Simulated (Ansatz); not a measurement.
The cell is COD entry 9008568, as deposited and not checked against the literature; nothing was relaxed.

Input and log of a run on Sn: DFT, LDA, all-electron LAPW, scalar-relativistic (Ansatz 0.2.0).

Command: `ansatz run input.yaml --threads 1 --pin off --max-ram 3072MiB --backend cpu --events-out ev --progress --plain --runs-dir out` The run took 41 s on 1 thread of Arm Neoverse V2 (shared host), peak memory 0.36 GiB.

```yaml
crystal:
  lattice:
    - [0.0, 3.2456, 3.2456]
    - [3.2456, 0.0, 3.2456]
    - [3.2456, 3.2456, 0.0]
  atoms:
    - { symbol: Sn, position: [0.5, 0.5, 0.5] }
    - { symbol: Sn, position: [0.75, 0.75, 0.75] }
kpoints:
  mp_grid: { grid: [9, 9, 9] }
  band_path:
    path:
      - [0.0, 0.0, 0.0]
      - [0.5, 0.0, 0.5]
      - [0.625, 0.25, 0.625]
      - [0.375, 0.375, 0.75]
      - [0.0, 0.0, 0.0]
      - [0.5, 0.5, 0.5]
      - [0.5, 0.25, 0.75]
      - [0.5, 0.0, 0.5]
    npoints: 14
scf:
  occupations: { method: fermi_dirac, width: 0.03 }
hamiltonian:
  xc: lda
  pseudopotentials: { kind: all_electron, lapw: { basis_error: 0.00025 } }
output:
  forces: true
  stress: true
  eigenvalues: true
  fatbands: true
  populations: true
  dos: { projected: true, de: 0.2, e_range: [-14, 8] }
```

What the program printed:

```
Sn: projections on atomic orbitals take those of the free atom 1s2 2s2 2p6 3s2 3p6 3d10 4s2 4p6 4d10 5s2 5p2, of charge +0.00 (hamiltonian.pseudopotentials.projection_atoms)
LAPW: plane waves up to 8.791 Å⁻¹, error target 2.5e-4 eV per atom; small_component_spin mean_spin; Sn in spheres of 1.405 Å, 22 of its electrons in bands, Dirac shells []
Engine: ansatz 0.2.0
Pseudopotentials: kind: all_electron
Pseudopotential: Sn, LAPW, valence charge 22, Koelling and Harmon's equation, gaussian nucleus
Functional definition: SPW92
  exchange = slater_x
  correlation = pw_c
Crystal: 2 atoms, lattice volume = 68.378 Å³
Basis set: ecut = 294.4425506268065 eV, 749 PW (Γ), exchange–correlation at level 2
Bands: 27, of which v1, the nominal top of the filled ones, is band 22 counted from 1 (21 counted from 0)
Symmetry: 48 space group operations
Space group: Fd-3m (ITA 227), of the structure as read, at distance tolerance 4.1e-5 Å
k-points: 35 of 729
Non-local potential: Sn, projectors of the file, none
Initial density: superposition of atomic densities (chi_scale 0.1, normalization cell)
Initial wavefunctions: plane waves of lowest kinetic energy (no species holds an atomic orbital)
Functional: x = slater, c = lda
iter 1 solved again at ethr=6.80e-4 eV; its pass at ethr=1.00e-1 eV (dr2=2.99e-1 eV) is discarded
SCF iter   1: F=—  HF=-335889.914475 eV  |F-HF|=—  |Δ(HF+E_count)|=         —  Δρ=1.84e-2  dr2=3.01e-1  ethr=6.80e-4  ⟨swp⟩=2.8  Hψ=6091  notcnv=0
preconditioner: auto → none  [insulator: Δε(μ)=0.160 eV  Ē_g=20.718 eV  σ=0.030 eV  W_gap=0.72  n_scr=14 (ndim 8)  ℏωp=23.8 eV  f_vac=0.127  D(μ)=0.18/eV (n_scr^D=0)  ε∞_Penn≈2.3]
SCF iter   2: F=—  HF=-335889.820469 eV  |F-HF|=—  |Δ(HF+E_count)|=   9.40e-2  Δρ=7.72e-3  dr2=5.03e-2  ethr=6.80e-4  ⟨swp⟩=2.0  Hψ=2800  notcnv=0
iter 3 solved again at ethr=4.03e-7 eV; its pass at ethr=1.14e-4 eV (dr2=1.77e-4 eV) is discarded
SCF iter   3: F=—  HF=-335889.806538 eV  |F-HF|=—  |Δ(HF+E_count)|=   1.39e-2  Δρ=6.28e-4  dr2=1.82e-4  ethr=4.03e-7  ⟨swp⟩=3.0  Hψ=4845  notcnv=0
SCF iter   4: F=—  HF=-335889.805688 eV  |F-HF|=—  |Δ(HF+E_count)|=         —  Δρ=2.06e-4  dr2=1.87e-5  ethr=4.03e-7  ⟨swp⟩=2.3  Hψ=2646  notcnv=0
the basis was enlarged: its passes take 323.3 KiB over the memory plan, 1 of 1 planned eigensolver slots
SCF iter   5: F=—  HF=-335889.805678 eV  |F-HF|=—  |Δ(HF+E_count)|=   9.82e-6  Δρ=3.07e-5  dr2=5.32e-7  ethr=4.24e-8  ⟨swp⟩=2.3  Hψ=2640  notcnv=0
SCF iter   6: F=-335889.805678 eV  HF=-335889.805678 eV  |F-HF|=2.79e-9  |Δ(HF+E_count)|=   2.21e-7  Δρ=2.79e-6  dr2=3.92e-9  ethr=1.21e-9  ⟨swp⟩=2.0  Hψ=2628  notcnv=0
SCF 1 converged in 6 iterations: F = -335889.805678 eV  dr2 = 3.92e-9
NSCF: frozen V_eff on 99 k-points
SCF converged after 6 iterations
Free energy (F): -335889.805678 eV
Harris-Foulkes:  -335889.805678 eV  (|F-HF|=2.79e-9)
Internal energy: -335889.804454 eV  (E = F + TS)
E sigma→0 (E₀):  -335889.805066 eV
Entropy (-TS):   -0.001224 eV (-0.612 meV/atom)
Fermi energy:    9.742898 eV
--- Per-component energies (eV) ---
  E_band       = -1568.021171
  E_kinetic    = 353168.427639
  E_xc         = -8702.679491
  E_electrostatic = -680355.552602  (all electrons and nuclei)
  E_smearing   = -0.001224  (= −TS)
  E_closure    = 0.000000  (closes the sum)
  E_atoms      = -335880.893080  (free atoms, spherical and without spin; not in F)
  Σ components = -335889.805678   (vs F -335889.805678, Δ=0.00e0)
  Basis errors (estimates in eV, not in F): energy 1.0e-4 per atom: plane waves 9.1e-5 (5.5e-5 summed), levels above the bands 1.2e-94, relativity 4.2e-9, radial functions 1.1e-5, core shells 3.9e-8; eigenvalues (radial functions only) 1.1e-7; not estimated: angular momenta, meshes, grids; target (lapw.basis_error) 2.5e-4; muffin-tin radii Sn 1.405 Å
--- Forces (eV/Å), atoms counted from 1 ---
  atom   1  Sn     0.00000000     0.00000000     0.00000000
  atom   2  Sn     0.00000000     0.00000000     0.00000000
  max |Σ_I F_I| component: 1.45e-18 eV/Å
--- Stress (GPa, compression-positive) ---
       -0.351615      -0.000000       0.000000
       -0.000000      -0.351615       0.000000
        0.000000       0.000000      -0.351615
  P = ⅓ Tr σ = -0.3516 GPa (-3.516 kbar)
--- Band table (eV; the first three rows and the last of 35) ---
  k-point 0: bands = ["-119.1823", "-119.1792", "-75.1062", "-75.1062", "-75.1062", "-75.0918", "-75.0918", "-75.0918", "-11.7539", "-11.7539", "-11.7539", "-11.6921", "-11.6921", "-11.3803", "-11.3803", "-11.3803", "-11.3705", "-11.3705", "-0.8269", "8.9776", "9.9228", "9.9228", "9.9228", "11.9860", "11.9860", "11.9860", "14.6829"]
  k-point 1: bands = ["-119.1822", "-119.1793", "-75.1063", "-75.1063", "-75.1060", "-75.0920", "-75.0917", "-75.0917", "-11.7629", "-11.7629", "-11.7509", "-11.6796", "-11.6796", "-11.3994", "-11.3994", "-11.3842", "-11.3536", "-11.3536", "-0.7078", "7.7675", "9.6894", "9.6894", "10.3299", "12.2850", "12.2850", "12.4944", "15.3168"]
  k-point 2: bands = ["-119.1820", "-119.1795", "-75.1066", "-75.1066", "-75.1056", "-75.0925", "-75.0914", "-75.0914", "-11.7768", "-11.7768", "-11.7431", "-11.6573", "-11.6573", "-11.4201", "-11.4201", "-11.3942", "-11.3379", "-11.3379", "-0.3601", "6.1232", "9.2700", "9.2700", "10.1566", "12.7886", "12.7886", "13.8519", "16.0371"]
  k-point 34: bands = ["-119.1809", "-119.1805", "-75.1081", "-75.1079", "-75.1002", "-75.0979", "-75.0902", "-75.0900", "-11.8248", "-11.8185", "-11.6386", "-11.5847", "-11.5619", "-11.5174", "-11.5139", "-11.4717", "-11.2905", "-11.2844", "1.8621", "2.7704", "6.6290", "7.1127", "12.8190", "12.9404", "13.6087", "14.8382", "17.9080"]
--- Löwdin populations: 2 sites ---
  site symbol       q [e]
     0     Sn     49.9799
     1     Sn     49.9799
  spilling = 0.000401 (of n_electrons = 100.000000)
```
